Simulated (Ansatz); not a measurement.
LiNbO₃ in space group R-3c (No. 167; Li on 6a, Nb on 6b, O on 18e), plane-wave PAW r²SCAN (Ansatz code), all energies at zero smearing, with the estimated change up to a 700 eV cutoff added, with one set of potentials and settings (totals compare only within such a set). Cell of 10 atoms (2 Li, 2 Nb, 6 O): -12961.102 eV.

```json
[
 {"element": "Li", "reference phase": "Fm-3m, 1 atoms in the cell", "E (eV/atom)": "-205.1371"},
 {"element": "Nb", "reference phase": "Im-3m, 1 atoms in the cell", "E (eV/atom)": "-4563.6321"},
 {"element": "O", "reference phase": "C2/m, 4 atoms in the cell, spin-polarised", "E (eV/atom)": "-566.0281"}
]
```

Formation energy per atom, worked out: (-12961.102 − 2×(-205.1371) − 2×(-4563.6321) − 6×(-566.0281))/10 = -2.739 eV/atom (-264 kJ per mol of atoms), at 0 K, without zero-point energy or fitted corrections.

The workflow started from a Materials Project entry (that database holds measured and hypothetical structures alike); the Crystallography Open Database files this formula in space group No. 167, but the cells were not matched. It is not the phase usual at ambient conditions (space group No. 161). The cell was relaxed with r²SCAN under the symmetry of its start; its stability against distortions is not shown here. The run is not spin-polarised. The references are the lowest solids computed at this level, not always the standard phases (solids in place of the gases).

Potentials: the later of the program's two PAW sets.
